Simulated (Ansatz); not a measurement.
A generator proposed this cell of RbH2.

```
CELL_PARAMETERS angstrom
0.00000 2.45599 7.12846
1.70008 0.00000 7.12846
1.70008 2.45599 0.00000
ATOMIC_POSITIONS crystal
Rb 0.00000 0.00000 0.00000
H 0.33954 0.33954 0.66046
H 0.66046 0.66046 0.33954
```

Theory: Ansatz, DFT PBE, scalar-relativistic, plane waves, PAW. Plane waves to 420 eV, a k mesh through Γ of 6×6×6 on the computed 3-atom cell and Gaussian smearing (0.10 eV); no spin polarisation.

Formation energies are uncorrected and refer to the elements' standard structures at the same level (H₂ as a molecule).

Question: What does a single point on this coarse mesh give?

Answer: The pressure is 3.2 GPa (the mean over three directions, positive in compression), the largest force is 0.65 eV/Å, and the energy is +1.36 eV/atom against the elements. The shortest distance is 2.85 Å.

Question: Is it a good guess?

Answer: A poor one: relaxing gains about 1.3 eV/atom (the start's value is from the coarse mesh, so the gain is rough) in 39 ionic steps and ends at +0.10 eV/atom on the finer mesh. The symmetry stays Fmmm (No. 69). The volume per atom grows by 93.1 %, from 19.8 to 38.3 Å³. The shortest distance goes from 2.85 Å (Rb–H) to 0.76 Å (H–H). Conventional cell: a = 6.965 Å, b = 7.439 Å, c = 8.877 Å. Rb is surrounded by 4 H at 3.50 Å, 4 H at 3.74 Å and 2 H at 4.06 Å; H has 1 H at 0.76 Å, 2 Rb at 3.50 Å, 2 Rb at 3.74 Å and 1 Rb at 4.06 Å.

The last run used a 10×10×10 mesh for its 3-atom cell and Gaussian smearing of 0.10 eV. The cell is a metal run without spin; a magnetic state may lie lower. With hydrogen, zero-point motion can shift formation energies by some tens of meV/atom. The relaxation can't lower the symmetry of the start, and the grade says only how near the guess is to its own end. Symmetry constrained the relaxation, so the result can be a saddle point.
